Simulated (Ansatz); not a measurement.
A relaxed cell of Al2B3As5 is given with its symmetry left out. The cell was found from a structure generator's guess, not taken from experiment.

Theory: DFT PBE, scalar-relativistic, plane waves, PAW (Ansatz 0.2.0). Cutoff 420 eV, Γ-centred mesh, Gaussian smearing, no spin polarisation.

```cif
data_structure
_symmetry_space_group_name_H-M 'P 1'
_symmetry_Int_Tables_number 1
_cell_length_a 13.5963
_cell_length_b 13.5963
_cell_length_c 13.5963
_cell_angle_alpha 164.710
_cell_angle_beta 164.710
_cell_angle_gamma 21.689
_cell_volume 174.76
loop_
_atom_site_label
_atom_site_type_symbol
_atom_site_fract_x
_atom_site_fract_y
_atom_site_fract_z
_atom_site_occupancy
Al1 Al 0.89674 0.89674 0.00000 1
Al2 Al 0.10326 0.10326 0.00000 1
B1 B 0.70638 0.70638 0.00000 1
B2 B 0.29362 0.29362 0.00000 1
B3 B 0.50000 0.50000 0.00000 1
As1 As 0.33704 0.83704 0.50000 1
As2 As 0.95647 0.45647 0.50000 1
As3 As 0.54353 0.04353 0.50000 1
As4 As 0.16296 0.66296 0.50000 1
As5 As 0.75000 0.25000 0.50000 1
```

Formation energies are uncorrected and refer to the elements' standard structures at the same level.

Question: Find its symmetry and describe it.

Answer: I-4m2 (No. 119), with Al and B ordered on zinc blende sites. Conventional cell: a = 3.618 Å, c = 26.707 Å. Around Al lie 4 As at 2.41 Å; B on a site of symmetry 2mm is surrounded by 4 As at 2.15 Å; B on a site of symmetry -4m2 has 4 As at 2.15 Å; As on a site of symmetry 2mm is surrounded by 2 B at 2.15 Å and 2 Al at 2.41 Å; 2 more sites not described.

Question: What is its formation energy per atom?

Answer: −0.013 eV/atom. The formation energy is too near zero to say whether this cell lies below the elements.

Question: Is it a metal?

Answer: No, the gap on the 14×14×14 mesh is 0.58 eV.

The last run used a 14×14×14 mesh for its 10-atom cell and Gaussian smearing of 0.02 eV. Kohn–Sham gaps at this level usually fall short of measured ones. The reference form of As is held partly by dispersion forces, which this level lacks. A structure relaxed within its symmetry needn't be a true minimum. Another cell of Al2B3As5 relaxed alike, in I-4m2, lies 26 meV/atom lower, so this cell isn't the stable form at this level.
